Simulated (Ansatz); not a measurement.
Cell and atoms are relaxed with the symmetry kept. Start:

```
Zr S
1.0
     0.00000    2.61426    2.61426
     2.61426    0.00000    2.61426
     2.61426    2.61426    0.00000
Zr S
1 1
Cartesian
  0.0000 0.0000 0.0000
  2.6143 2.6143 2.6143
```

These are results of DFT PBEsol, scalar-relativistic, plane waves, PAW (Ansatz), not measurements.

Plane waves to 420 eV, a k mesh through Γ of 14×14×14 on the computed 2-atom cell and Gaussian smearing (0.10 eV); no spin polarisation.

What does it relax to?

The volume decreases by 0.63 Å³/atom to 17.23 Å³/atom, and the energy falls by 10.1 meV/atom. Final structure:
```cif
data_structure
_symmetry_space_group_name_H-M 'Fm-3m'
_symmetry_Int_Tables_number 225
_cell_length_a 5.1661
_cell_length_b 5.1661
_cell_length_c 5.1661
_cell_angle_alpha 90.000
_cell_angle_beta 90.000
_cell_angle_gamma 90.000
_cell_volume 137.87
loop_
_atom_site_label
_atom_site_type_symbol
_atom_site_symmetry_multiplicity
_atom_site_Wyckoff_symbol
_atom_site_fract_x
_atom_site_fract_y
_atom_site_fract_z
_atom_site_occupancy
Zr1 Zr 4 a 0.00000 0.00000 0.00000 1
S1 S 4 b 0.50000 0.00000 0.00000 1
```

Course of the relaxation (steps run on the plane waves of an earlier cell, and the basis is chosen afresh near the end, so energy and pressure can step there; trial steps that raised the energy were taken back; energies are free energies):

```tsv
step	E − E_final (meV/atom)	P (GPa)	V (Å³/atom)
1	10.1	-4.93	17.87
2	3.8	3.42	16.86
3	-0.1	-0.20	17.26
4	-0.1	0.00	17.23
5	0.0	0.00	17.23
```